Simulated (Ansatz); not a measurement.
HPbBrO:
```cif
data_H4Br4O4Pb4
_chemical_formula_sum 'H4 Pb4 Br4 O4'
_space_group_name_H-M_alt 'Pnma'
_space_group_IT_number 62
_space_group_name_Hall '-P 2ac 2n'
_cell_length_a 7.40396
_cell_length_b 4.09267
_cell_length_c 10.01052
_cell_angle_alpha 90.000
_cell_angle_beta 90.000
_cell_angle_gamma 90.000
loop_
_space_group_symop_operation_xyz
  'x, y, z'
  '-x, -y, -z'
  '-x+1/2, -y, z+1/2'
  'x+1/2, y, -z+1/2'
  'x+1/2, -y+1/2, -z+1/2'
  '-x+1/2, y+1/2, z+1/2'
  '-x, y+1/2, -z'
  'x, -y+1/2, z'
loop_
_atom_site_label
_atom_site_type_symbol
_atom_site_symmetry_multiplicity
_atom_site_Wyckoff_symbol
_atom_site_fract_x
_atom_site_fract_y
_atom_site_fract_z
_atom_site_occupancy
H1 H 4 c 0.19989 0.75000 0.11666 1
Pb1 Pb 4 c 0.19653 0.25000 0.91711 1
Br1 Br 4 c 0.44406 0.25000 0.18073 1
O1 O 4 c 0.12147 0.75000 0.03945 1
```

Relaxed with r²SCAN+D4.

### Question
Give the optical modes at the zone centre with their infrared activity from DFPT, r²SCAN+D4 (plane waves, PAW; program Ansatz).

### Answer
Transverse frequencies, without the LO–TO term; a row sums one degenerate level.

| ω (cm⁻¹) | degeneracy | IR ((D/Å)²/amu) | activity |
|---|---|---|---|
| 24 | 1 | 0.00 | IR-inactive |
| 30 | 1 | 0.00 | IR-inactive |
| 31 | 1 | 0.00 | IR-inactive |
| 51 | 1 | 0.00 | IR-inactive |
| 54 | 1 | 0.00 | IR-inactive |
| 56 | 1 | 10.72 | IR |
| 58 | 1 | 0.00 | IR-inactive |
| 60 | 1 | 1.34 | IR |
| 63 | 1 | 0.00 | IR-inactive |
| 64 | 1 | 0.00 | IR-inactive |
| 66 | 1 | 8.41 | IR |
| 69 | 1 | 0.00 | IR-inactive |
| 69 | 1 | 0.00 | IR-inactive |
| 73 | 1 | 0.00 | IR-inactive |
| 77 | 1 | 5.38 | IR |
| 84 | 1 | 0.15 | IR |
| 90 | 1 | 0.00 | IR-inactive |
| 90 | 1 | 0.00 | IR-inactive |
| 107 | 1 | 0.00 | IR-inactive |
| 108 | 1 | 0.00 | IR-inactive |
| 114 | 1 | 0.00 | IR-inactive |
| 223 | 1 | 22.32 | IR |
| 224 | 1 | 0.00 | IR-inactive |
| 274 | 1 | 0.00 | IR-inactive |
| 276 | 1 | 0.00 | IR-inactive |
| 278 | 1 | 1.21 | IR |
| 279 | 1 | 0.00 | IR-inactive |
| 280 | 1 | 5.20 | IR |
| 281 | 1 | 0.00 | IR-inactive |
| 315 | 1 | 7.95 | IR |
| 325 | 1 | 10.32 | IR |
| 325 | 1 | 0.00 | IR-inactive |
| 328 | 1 | 0.00 | IR-inactive |
| 586 | 1 | 35.36 | IR |
| 593 | 1 | 0.00 | IR-inactive |
| 596 | 1 | 0.00 | IR-inactive |
| 602 | 1 | 0.00 | IR-inactive |
| 654 | 1 | 0.00 | IR-inactive |
| 654 | 1 | 12.97 | IR |
| 680 | 1 | 3.62 | IR |
| 687 | 1 | 0.00 | IR-inactive |
| 3735 | 1 | 0.00 | IR-inactive |
| 3737 | 1 | 12.45 | IR |
| 3739 | 1 | 0.00 | IR-inactive |
| 3739 | 1 | 13.65 | IR |

### Question
How high does the top mode go among those that the LO–TO term moves?

### Answer
3741 cm⁻¹ for q along x, 635 cm⁻¹ for q along y, 3740 cm⁻¹ for q along z.

The first step of the workflow began from a Materials Project structure, measured or hypothetical; the Crystallography Open Database copy checked does not list it. Its standing as an ambient phase is unchecked. Symmetry was held in the r²SCAN+D4 relaxation; of distortions, only those at the zone centre were tested. Spin–orbit coupling is left out wherever it is not named.

Potentials: the later of the program's two PAW sets.
